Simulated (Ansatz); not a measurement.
Sc$_{2}$CCl$_{2}$ in space group P-3m1 (No. 164; Sc on 2d, C on 1b, Cl on 2d), r²SCAN+D4 in the plane-wave PAW code Ansatz, all energies at zero smearing, with the estimated change up to a 700 eV cutoff added, with one set of potentials and settings (totals compare only within such a set). Cell of 5 atoms (2 Sc, 1 C, 2 Cl): -6709.539 eV.

```tsv
element	reference phase	E (eV/atom)
Sc	P6_3/mmc, 2 atoms in the cell	-2140.6614
C	P6_3/mmc, 4 atoms in the cell	-251.7456
Cl	Cmce, 4 atoms in the cell	-1083.6978
```

Formation energy per atom, worked out: (-6709.539 − 2×(-2140.6614) − 1×(-251.7456) − 2×(-1083.6978))/5 = -1.815 eV/atom (-175 kJ per mol of atoms), at 0 K, without zero-point energy or fitted corrections.

The workflow started from a Materials Project entry (that database holds measured and hypothetical structures alike); the Crystallography Open Database copy checked does not list it. Its standing as an ambient phase is unchecked. Symmetry was held in the r²SCAN+D4 relaxation; its stability against distortions is not shown here. The run is not spin-polarised. The references are the lowest solids computed at this level, not always the standard phases (solids in place of the gases).

Potentials: the later of the program's two PAW sets.
